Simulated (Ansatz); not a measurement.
I:
```cif
data_I4
_chemical_formula_sum 'I4'
_space_group_name_H-M_alt 'P 1'
_space_group_IT_number 1
_cell_length_a 4.17858
_cell_length_b 4.17858
_cell_length_c 9.52990
_cell_angle_alpha 90.000
_cell_angle_beta 90.000
_cell_angle_gamma 62.316
loop_
_space_group_symop_operation_xyz
  'x, y, z'
loop_
_atom_site_label
_atom_site_type_symbol
_atom_site_fract_x
_atom_site_fract_y
_atom_site_fract_z
_atom_site_occupancy
I1 I 0.82119 0.17881 0.12304 1
I2 I 0.17881 0.82119 0.87696 1
I3 I 0.32119 0.67881 0.37696 1
I4 I 0.67881 0.32119 0.62304 1
```

Relaxed with LDA.

Problem. Which orbitals make up the states near the band edges in LDA in the plane-wave PAW code Ansatz?

Solution. Top 1 eV of the valence band: I 5p 98 %. Bottom 1 eV of the conduction band: I 5p 96 %. Projections are on Löwdin-orthogonalised atomic valence shells; empty p or d shells of many metals are not among them.

Problem. Tabulate the density of states.

Solution. States/eV per cell of 4 atoms, in 0.25 eV bins, energy from the valence-band maximum.

```
E (eV)  total  I 5p  I 5s
------  -----  ----  ----
-7.86    0.00  0.00  0.00
-7.61    0.00  0.00  0.00
-7.36    0.00  0.00  0.00
-7.11    0.00  0.00  0.00
-6.86    0.00  0.00  0.00
-6.61    0.00  0.00  0.00
-6.36    0.00  0.00  0.00
-6.11    0.00  0.00  0.00
-5.86    0.00  0.00  0.00
-5.61    0.00  0.00  0.00
-5.36    0.19  0.19  0.00
-5.11    3.07  3.02  0.04
-4.86    4.80  4.70  0.08
-4.61    3.21  3.11  0.08
-4.36    1.73  1.66  0.06
-4.11    1.69  1.62  0.06
-3.86    2.76  2.65  0.09
-3.61    3.41  3.30  0.10
-3.36    3.24  3.13  0.09
-3.11    2.89  2.80  0.07
-2.86    3.21  3.11  0.07
-2.61    3.44  3.34  0.07
-2.36    4.31  4.20  0.07
-2.11    4.53  4.42  0.07
-1.86    4.59  4.48  0.06
-1.61    4.97  4.84  0.07
-1.36    5.42  5.28  0.07
-1.11    5.63  5.50  0.06
-0.86    5.69  5.57  0.05
-0.61    5.97  5.86  0.05
-0.36    3.85  3.76  0.04
-0.11    1.40  1.36  0.02
0.14     0.00  0.00  0.00
0.39     0.00  0.00  0.00
0.64     0.10  0.10  0.00
0.89     1.63  1.55  0.05
1.14     3.03  2.88  0.07
1.39     3.77  3.62  0.05
1.64     3.71  3.58  0.03
1.89     2.55  2.49  0.02
2.14     1.19  1.17  0.01
2.39     0.00  0.00  0.00
2.64     0.00  0.00  0.00
2.89     0.00  0.00  0.00
3.14     0.00  0.00  0.00
3.39     0.00  0.00  0.00
3.64     0.00  0.00  0.00
3.89     0.00  0.00  0.00
4.14     0.00  0.00  0.00
4.39     0.15  0.00  0.00
4.64     0.48  0.00  0.00
4.89     0.94  0.01  0.00
5.14     1.93  0.01  0.00
5.39     2.72  0.02  0.00
```

Space group Cmce (molecular I2 type). Symmetry was held in the LDA relaxation. A crystal of weakly bound units computed without a dispersion correction: the cell and the soft elastic constants depend strongly on that. Spin–orbit coupling is left out wherever it is not named.

Potentials: the earlier of the program's two PAW sets. The files were generated under PBE; for other functionals the program regenerates the frozen cores, and for LDA and PBEsol the local potential too.
